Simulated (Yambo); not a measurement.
**How GW settings move the gap: AlP**

G0W0@PBEsol for AlP (wurtzite, space group P6_3mc, No. 186) in Yambo. Reference settings: 6×6×2 Γ-centred k mesh, 179 bands and a 10 Ry block in the screening, 179 bands in G with the Bruneval-Gonze terminator, plasmon pole fitted at 27.2 eV. The PBEsol gap Γ → M on this mesh is 1.82 eV; G0W0 gaps are taken between the same points.

| change from the reference | G0W0 gap Γ → M (eV) | shift of the valence edge (eV) | rough Yambo cost |
|---|---|---|---|
| reference settings | 2.81 | -0.84 | 1 |
| 58 bands in G | 2.82 | -0.81 | – |
| wavefunctions cut at 25 Ry | 2.81 | -0.84 | within a factor of two |
| no point-group symmetry | 2.80 | -0.85 | about 3× |
| 58 bands in G, no terminator | 2.67 | -0.44 | – |
| no terminator | 2.77 | -0.78 | – |

The reference isn't shown to be the converged limit. Costs are rough (shared machines), scaled to the same edge states, and given only for runs that recompute the screening.

Geometry relaxed with PBEsol; primitive cell a = 3.861 Å, b = 3.861 Å, c = 6.335 Å, α = 90.00°, β = 90.00°, γ = 120.00°.

This is not the ordinary phase of the substance; no match was found in the copy of COD used, and its stability was not checked.

A shift is the quasiparticle energy of the state minus its PBEsol energy.
